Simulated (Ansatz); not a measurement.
Relaxation of a generated cell, InSe placed in the AFLOW prototype AB_tP8_136_g_f (as in BeO); 8 atoms in the cell, which starts as P4₂/mnm (No. 136), tP8; a = 7.8646 Å, b = 7.8646 Å, c = 4.5366 Å, α = 90.00°, β = 90.00°, γ = 90.00°. All values below come from PBEsol (plane waves to 420 eV, PAW, scalar-relativistic; Ansatz, a first-principles code). Γ-centred k-mesh 3×3×5 on the run's cell (coarser than for final values), Fermi–Dirac smearing 0.05 eV. This is the first round of the run. 

The optimiser's lines from the output (shortened; P is positive under compression):

```
relax step   1: F+E_penalty+E_count = -43800.01790501 eV  Δ(F+E_penalty+E_count) = +0.000e0 eV  max|allowed force component| = 1.963e-1 eV/Å  Δτ_max = 0.0000 Å  P = +0.148 GPa  Ω = 280.596 Å³  (7 SCF iters, dr2 threshold 1.00e-7 eV, accepted)
relax step   2: F+E_penalty+E_count = -43800.15976327 eV  Δ(F+E_penalty+E_count) = -1.419e-1 eV  max|allowed force component| = 8.472e-2 eV/Å  Δτ_max = 0.1946 Å  P = -0.335 GPa  Ω = 283.110 Å³  (6 SCF iters, dr2 threshold 8.00e-7 eV, accepted)
relax step   3: F+E_penalty+E_count = -43800.23068440 eV  Δ(F+E_penalty+E_count) = -7.092e-2 eV  max|allowed force component| = 3.281e-2 eV/Å  Δτ_max = 0.1858 Å  P = -0.092 GPa  Ω = 277.856 Å³  (7 SCF iters, dr2 threshold 6.15e-7 eV, accepted)
relax step   4: F+E_penalty+E_count = -43800.28662141 eV  Δ(F+E_penalty+E_count) = -5.594e-2 eV  max|allowed force component| = 7.184e-2 eV/Å  Δτ_max = 0.1020 Å  P = -0.086 GPa  Ω = 275.437 Å³  (6 SCF iters, dr2 threshold 5.94e-7 eV, accepted)
relax step   5: F+E_penalty+E_count = -43800.56749207 eV  Δ(F+E_penalty+E_count) = -2.809e-1 eV  max|allowed force component| = 2.605e-1 eV/Å  Δτ_max = 0.1959 Å  P = -0.686 GPa  Ω = 272.444 Å³  (7 SCF iters, dr2 threshold 8.00e-7 eV, accepted)
relax step   6: F+E_penalty+E_count = -43800.84874082 eV  Δ(F+E_penalty+E_count) = -2.812e-1 eV  max|allowed force component| = 5.057e-1 eV/Å  Δτ_max = 0.1941 Å  P = +0.392 GPa  Ω = 263.683 Å³  (8 SCF iters, dr2 threshold 8.00e-7 eV, accepted)
relax step   7: F+E_penalty+E_count = -43800.62070268 eV  Δ(F+E_penalty+E_count) = +2.280e-1 eV  max|allowed force component| = 1.034e0 eV/Å  Δτ_max = 0.0890 Å  P = +2.444 GPa  Ω = 260.604 Å³  (7 SCF iters, dr2 threshold 8.00e-7 eV, rejected (line search))
relax step   8: F+E_penalty+E_count = -43800.92127815 eV  Δ(F+E_penalty+E_count) = -7.254e-2 eV  max|allowed force component| = 1.156e-1 eV/Å  Δτ_max = 0.0691 Å  P = -0.763 GPa  Ω = 271.369 Å³  (11 SCF iters, accepted)
relax step   9: F+E_penalty+E_count = -43800.94919665 eV  Δ(F+E_penalty+E_count) = -2.792e-2 eV  max|allowed force component| = 6.821e-2 eV/Å  Δτ_max = 0.0497 Å  P = +0.406 GPa  Ω = 263.622 Å³  (6 SCF iters, dr2 threshold 8.00e-7 eV, accepted)
relax step  10: F+E_penalty+E_count = -43800.95801075 eV  Δ(F+E_penalty+E_count) = -8.814e-3 eV  max|allowed force component| = 1.861e-2 eV/Å  Δτ_max = 0.0287 Å  P = -0.129 GPa  Ω = 268.174 Å³  (6 SCF iters, dr2 threshold 8.00e-7 eV, accepted)
relax step  11: F+E_penalty+E_count = -43800.95920256 eV  Δ(F+E_penalty+E_count) = -1.192e-3 eV  max|allowed force component| = 2.896e-3 eV/Å  Δτ_max = 0.0102 Å  P = +0.009 GPa  Ω = 266.938 Å³  (6 SCF iters, dr2 threshold 1.07e-7 eV, accepted)
relax step  12: F+E_penalty+E_count = -43800.95809394 eV  Δ(F+E_penalty+E_count) = +1.109e-3 eV  max|allowed force component| = 3.014e-3 eV/Å  Δτ_max = 0.0000 Å  P = +0.003 GPa  Ω = 266.938 Å³  stress off target by 7.95e-3 GPa  SCF on the basis re-selected at this cell (its energy is not comparable with the rows above)  (8 SCF iters)
```

From the first to the last row the energy changes by -0.12 eV/atom and the volume by -4.9 %. The last row is marked as not comparable with the walk above it, whose basis was carried along; it does compare with step 1, since both stand on a basis selected at the nominal cutoff for their own cell.

Step 7 was rejected by the optimiser.

Later rounds, restarted from the end of this one on a renewed k-mesh, logged 9 more steps and released under 0.01 eV/atom more. The final structure after all rounds: P4₂/mnm (No. 136), tP8, AFLOW prototype AB_tP8_136_g_f (as in BeO); a = 8.1336 Å, b = 8.1336 Å, c = 4.0415 Å, α = 90.00°, β = 90.00°, γ = 90.00°. Between re-selections the logged energies stand on a plane-wave basis carried along with the cell. No spin polarisation in the result.

The run could not lower the symmetry of its start; a shaken copy of this end point relaxes with PBEsol to P4₂/m (No. 84), 0.08 eV/atom lower.

The relaxed structure here is a generated cell of InSe: the first start was made by placing the elements on the sites of a structure type, and the end was not matched to a known phase here, so it may be hypothetical. Known forms of InSe include space group No. 194.
